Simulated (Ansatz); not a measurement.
**MoPd, first-principles data**

MoPd:
```
MoPd
1.0
    2.71535     0.00000     0.00000
    0.00000     2.71535     0.00000
    0.00000     0.00000     4.13898
Pd Mo
1 1
Direct
  0.00000   0.00000   0.00000
  0.50000   0.50000   0.50000
```

Space group P4/mmm (No. 123), L1₀ or tetragonal B2; conventional cell a = 2.7153 Å, b = 2.7153 Å, c = 4.1390 Å, α = 90.00°, β = 90.00°, γ = 90.00°.

Method: PBE in the plane-wave PAW code Ansatz. Structure relaxed to zero pressure with the same functional. Other levels are named where they apply.

Cell and energy:

Volume per atom: 15.26 Å³
Density: 11.01 g/cm³
Formation energy from the elements (no fitted shifts): 0.021 eV/atom

Electronic structure:

* **Electronic character**: metallic (no gap)
* **Density of states at the Fermi level**: 0.88 states/eV per atom (mean over ±0.08 eV)
* **Gap with spin–orbit coupling**: none (metallic)

Mechanics:

* **Bulk modulus (Birch–Murnaghan fit)**: 229 GPa
* **Pressure derivative B′**: 4.8

The start of the workflow was typed in or built on a structure type; neither database checked (COD, Materials Project) lists it. Its standing as an ambient phase is unchecked. The cell was relaxed with PBE under the symmetry of its start; whether a distortion lowers the energy is not shown. The run is not spin-polarised. Axis ratios of metals converge slowly with the k-mesh, so a and c are less sure than the volume. The references are the lowest solids computed at this level, not always the standard phases. Scalar-relativistic: spin–orbit coupling is off unless named, which matters more the heavier the elements.

Potentials: the later of the program's two PAW sets.
